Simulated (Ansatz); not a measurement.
Ansatz (a quantum-chemistry and plane-wave program) input:

Ansatz 0.2 input:
```yaml
crystal:
  lattice:
    - [7.2028678976, 0.0, 0.0]
    - [0.0, 7.2028678976, 0.0]
    - [0.0, 0.0, 4.1870958563]
  atoms:
    - { symbol: In, position: [0.3223364914, 0.6776635086, 0.0] }
    - { symbol: In, position: [0.6776635086, 0.3223364914, 0.0] }
    - { symbol: In, position: [0.8223364914, 0.8223364914, 0.5] }
    - { symbol: In, position: [0.1776635086, 0.1776635086, 0.5] }
    - { symbol: P, position: [0.3183356193, 0.3183356193, 0.0] }
    - { symbol: P, position: [0.6816643807, 0.6816643807, 0.0] }
    - { symbol: P, position: [0.1816643807, 0.8183356193, 0.5] }
    - { symbol: P, position: [0.8183356193, 0.1816643807, 0.5] }
kpoints:
  mp_grid: { grid: [4, 4, 7] }
hamiltonian:
  xc: r2scan
  pseudopotentials: { azcp: { folder: ./paw }, kind: paw }
scf:
  occupations: { method: fixed }
checkpoint: { read: static.run }
output: { bader: true, populations: true }
```

Output (shortened):

```
Pseudopotentials: kind: paw
Pseudopotential: In, paw, valence charge 13
Pseudopotential: P, paw, valence charge 5
Functional definition: r2SCAN
Crystal: 8 atoms, lattice volume = 217.232 Å³
Basis set: ecut = 500 eV, 5543 PW (Γ), exchange–correlation on 216×216×128 points (64 copies of the dense FFT grid, shifted against one another)
Bands: 44, of which v1, the nominal top of the filled ones, is band 36 counted from 1 (35 counted from 0)
Symmetry: 16 space group operations
Space group: P42/mnm (ITA 136), of the structure as read, at distance tolerance 6.0e-5 Å
k-points: 24 of 112
PAW frozen core: In, regenerated for the run's functional
PAW frozen core: P, regenerated for the run's functional
Initial density: read from a saved state, or passed on in memory by an earlier SCF of this step, an earlier step, the calling program or the single point that …
Stability of the state it starts from, as read at its close in the unpolarized treatment …
Initial wavefunctions: pseudopotential atomic-orbital guess
Eigensolver: davidson
Functional: x = r2scan, c = r2scan; τ floored in thin density (d = 2e-4 eV/Å³)
iter 1 solved again at ethr=1.07e-7 eV; its pass at ethr=3.10e-3 eV (dr2=7.70e-5 eV) is discarded
SCF iter   1: F=—  HF=-25486.636376 eV  |F-HF|=—  |Δ(HF+E_count)|=         —  Δρ=5.73e-7  dr2=5.23e-10  dr2_τ=2.23e-11  ethr=1.07e-7  ⟨swp⟩=4.4  Hψ=7380  notcnv=0  defer=143
all-band conjugate gradients solve this SCF's bands
preconditioner: auto → Resta (q_TF=auto, 2.270 Å⁻¹)
SCF iter   2: F=-25486.636376 eV  HF=-25486.636376 eV  |F-HF|=1.06e-10  |Δ(HF+E_count)|=   3.97e-9  Δρ=3.30e-7  dr2=1.61e-10  dr2_τ=2.99e-11  ethr=1.00e-12  ⟨swp⟩=15.6  Hψ=6502  notcnv=0
SCF 1 converged in 2 iterations: F = -25486.636376 eV  dr2 = 1.61e-10
SCF converged after 2 iterations
Free energy (F): -25486.636376 eV
Harris-Foulkes:  -25486.636376 eV  (|F-HF|=1.06e-10)
Internal energy: -25486.636376 eV  (E = F + TS)
E sigma→0 (E₀):  -25486.636376 eV
Fermi energy:    5.930935 eV
--- Per-component energies (eV) ---
  E_band       = -302.746358
  E_kinetic    = 1146.416268
  E_local      = -5684.421714  (includes V_loc(G=0)·N_el)
  E_nonlocal   = 1437.010092
  E_hartree    = 2291.401453
  E_xc         = -796.068927
  E_vxc        = -636.132642  (∫ρ·V_xc dr)
  E_paw        = -19210.736338  (= ΣΔE_a)
  E_vpaw       = -1185.936662  (= ΣTr[D̂ρ^β])
  E_aug_tail   = -0.000340  (compensation charges beyond the density's cutoff)
  E_vtau       = 37.515232  (kinetic-family band-sum trace: ∫τ·v_τ [+ j·A + Jᵃ·Aᵃ] dr)
  E_ewald      = -4673.735699
  E_core_change = 3.498829  (= ΣΔE_core)
  E_smearing   =  0.000000  (= −TS)
  E_closure    =  0.000000  (closes the sum)
  Σ components = -25486.636376   (vs F -25486.636376, Δ=0.00e0)
  [band-id]    e_kinetic+e_local+e_nonlocal+2·e_hartree+e_vxc+e_vpaw+e_augmentation_tail+e_vtau = -302.746861   (vs E_band -302.746358, Δ=-5.03e-4)
--- Band table (eV; the first three rows and the last of 24) ---
  k-point 0: bands = ["-8.8414", "-8.8252", "-8.8252", "-8.7095", "-8.6886", "-8.6765", "-8.6765", "-8.6531", "-8.6478", "-8.6478", "-8.6338", "-8.6206", "-8.6008", "-8.5867", "-8.5492", "-8.5272", "-8.5272", "-8.5104", "-8.5104", "-8.5087", "-5.7646", "-4.0954", "-4.0954", "-3.7639", "-0.3388", "1.4278", "1.4278", "2.2067", "3.5386", "3.6601", "4.9211", "4.9211", "5.7096", "5.8520", "5.9309", "5.9309", "7.0943", "7.8430", "8.1220", "8.1220", "9.7633", "10.4909", "10.4909", "10.6867"]
  k-point 1: bands = ["-8.8352", "-8.8322", "-8.8322", "-8.7286", "-8.6759", "-8.6661", "-8.6661", "-8.6493", "-8.6439", "-8.6439", "-8.6376", "-8.6149", "-8.5981", "-8.5895", "-8.5511", "-8.5354", "-8.5354", "-8.5149", "-8.5049", "-8.5049", "-5.6182", "-3.9782", "-3.9782", "-3.7380", "-0.2099", "1.3940", "1.3940", "2.3630", "2.9653", "3.3951", "4.2682", "4.2682", "4.6379", "5.5498", "5.7607", "5.7607", "8.1068", "8.7133", "8.7133", "8.8593", "9.0162", "11.0386", "11.0386", "11.1751"]
  k-point 2: bands = ["-8.8497", "-8.8497", "-8.8272", "-8.7687", "-8.6512", "-8.6484", "-8.6484", "-8.6388", "-8.6354", "-8.6293", "-8.6293", "-8.6017", "-8.5974", "-8.5945", "-8.5545", "-8.5476", "-8.5476", "-8.5298", "-8.4969", "-8.4969", "-5.2058", "-3.7640", "-3.6738", "-3.6738", "0.1720", "1.0951", "1.0951", "2.0344", "2.8136", "2.8871", "3.1100", "3.6458", "3.6458", "5.0593", "5.2437", "5.2437", "8.3546", "9.3407", "9.3407", "9.3551", "9.9788", "11.2895", "11.5286", "11.5286"]
  k-point 23: bands = ["-8.8706", "-8.8706", "-8.8127", "-8.8127", "-8.6313", "-8.6313", "-8.6304", "-8.6304", "-8.6198", "-8.6198", "-8.6080", "-8.6080", "-8.6001", "-8.6001", "-8.5564", "-8.5564", "-8.5346", "-8.5346", "-8.4964", "-8.4964", "-4.2649", "-4.2649", "-3.4576", "-3.4576", "0.3873", "0.3873", "0.3959", "0.3959", "3.4256", "3.4256", "4.2795", "4.2795", "4.4974", "4.4974", "4.6949", "4.6949", "7.6765", "7.6765", "8.5463", "8.5463", "9.2357", "9.2357", "10.3014", "10.3014"]
  band table: 44 of 44 bands, residual norms ≤ 1.0e-3 eV
--- Löwdin populations: 8 sites ---
  site symbol       q [e]
     0     In     12.6037
     1     In     12.6037
     2     In     12.6037
     3     In     12.6037
     4      P      5.3429
     5      P      5.3429
     6      P      5.3429
     7      P      5.3429
  spilling = 0.002971 (of n_electrons = 72.000000)
--- Bader charges: 8 sites ---
  site symbol  charge [e]  shift [e]
     0     In      0.9828     0.0008
     1     In      0.9827     0.0008
     2     In      0.9828     0.0008
     3     In      0.9827     0.0008
     4      P     -0.9828     0.0008
     5      P     -0.9827     0.0008
     6      P     -0.9827     0.0008
     7      P     -0.9828     0.0008
  shift: an alarm, by how much a part of what the PAW files miss would move the charge. Where it is large, compare
  with a run on PAW files of another source; a small one proves nothing
  estimated error of the sums over rays = 4.1e-4 e
```

Cost: very roughly 2.2 core-minutes on shared cores.

Space group P4_2/mnm. The start of the workflow was typed in or built on a structure type; neither database checked (COD, Materials Project) lists it. It is not the phase usual at ambient conditions (space group No. 216). Symmetry was held in the r²SCAN relaxation; whether a distortion lowers the energy is not shown. The volume moved by 22 % from the start of the relaxation. Scalar-relativistic: spin–orbit coupling is off unless named, which matters more the heavier the elements.

Potentials: the earlier of the program's two PAW sets.

Ansatz is a plane-wave DFT program.
